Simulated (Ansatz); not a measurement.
RbVO$_{2}$: computed properties

These are results of DFT PBE, scalar-relativistic, plane waves, PAW in Ansatz, not measurements.

Plane waves to 420 eV, a k mesh through Γ of 12×12×10 on the computed 4-atom cell and Gaussian smearing (0.10 eV); collinear spin from starting moments 0.0 1.3 0.0 0.0 μB.

The structure is relaxed at this level of theory with its symmetry kept, and needn't be the ground state of this composition.

```
Rb V O
1.0
     3.79193    0.00000    0.00000
     0.00000    3.79193    0.00000
     0.00000    0.00000    4.70615
Rb V O
1 1 2
Direct
  0.00000 0.00000 0.00000
  0.50000 0.50000 0.50000
  0.00000 0.50000 0.50000
  0.50000 0.00000 0.50000
```

| Item | Value |
| --- | --- |
| Space group | P4/mmm (No. 123) |
| Volume per atom | 16.92 Å³ |
| Formation energy from the elements' standard states (uncorrected) | -1.748 eV/atom |
| Kohn–Sham band gap | none (metal) |
| Density of states at the Fermi level | 1.0 states/eV per cell |
| Orbital (Löwdin) character within 0.5 eV of the Fermi level | V 3d 72 %, O 2p 11 %, unprojected 5 % |
| Bader charge by site (e) | Rb (1 in the cell) 0.76, V (1 in the cell) 1.60, O (2 in the cell) -1.18 |
| Total moment | 1.84 μB per cell |
| Moment by site (μB) | V2 1.20, O3 -0.10, O4 -0.10 |

Moments started parallel, and an antiferromagnetic order may lie lower.

Only this magnetic start was tried.

The cell was found from a structure generator's guess, not taken from experiment. Löwdin shares on free-atom orbitals overweight diffuse shells.
